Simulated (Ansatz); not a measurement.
A trial cell of Y₃AlN₄, before relaxation:

```cif
data_structure
_symmetry_space_group_name_H-M 'Cmmm'
_symmetry_Int_Tables_number 65
_cell_length_a 7.1274
_cell_length_b 10.0796
_cell_length_c 3.5637
_cell_angle_alpha 90.000
_cell_angle_beta 90.000
_cell_angle_gamma 90.000
_cell_volume 256.02
loop_
_atom_site_label
_atom_site_type_symbol
_atom_site_symmetry_multiplicity
_atom_site_Wyckoff_symbol
_atom_site_fract_x
_atom_site_fract_y
_atom_site_fract_z
_atom_site_occupancy
Y1 Y 4 e 0.25000 0.25000 0.00000 1
Y2 Y 2 d 0.00000 0.00000 0.50000 1
Al1 Al 2 c 0.50000 0.00000 0.50000 1
N1 N 4 g 0.75000 0.00000 0.00000 1
N2 N 4 j 0.50000 0.75000 0.50000 1
```

Computed with DFT PBE, scalar-relativistic, plane waves, PAW in Ansatz. Cutoff 420 eV, Gaussian smearing, Γ-centred meshes. Cell and atoms relax first on a coarse mesh and then on a converged one. In between, the cell is made exact in the group found at 0.06 Å. The steps can't lower the symmetry of their start. No spin polarisation.

A guess keeps its type if space group and coordination stay and the shape of the cell changes little (axis ratios within about 15 %, angles within 6°); the volume may change.

Task: Does this structure survive the relaxation?

Result: It keeps its type. The symmetry stays Cmmm (No. 65). The volume per atom shrinks by 16.2 %, from 16.0 to 13.4 Å³. The shortest distance goes from 2.52 Å (Al–N and Y–N) to 2.24 Å (Al–N). Counting neighbours within 15 % of an atom's shortest distance, the start has Al 6, N 6, Y 6 and the end Al 6, N 6, Y 6.

The last run used an 8×8×10 mesh (in the run's order of axes) for its 8-atom cell and Gaussian smearing of 0.02 eV. Symmetry constrained the relaxation, so the result can be a saddle point. Another cell of Y3AlN4 relaxed alike, in Fmm2, lies 46 meV/atom lower, so this cell isn't the stable form at this level.
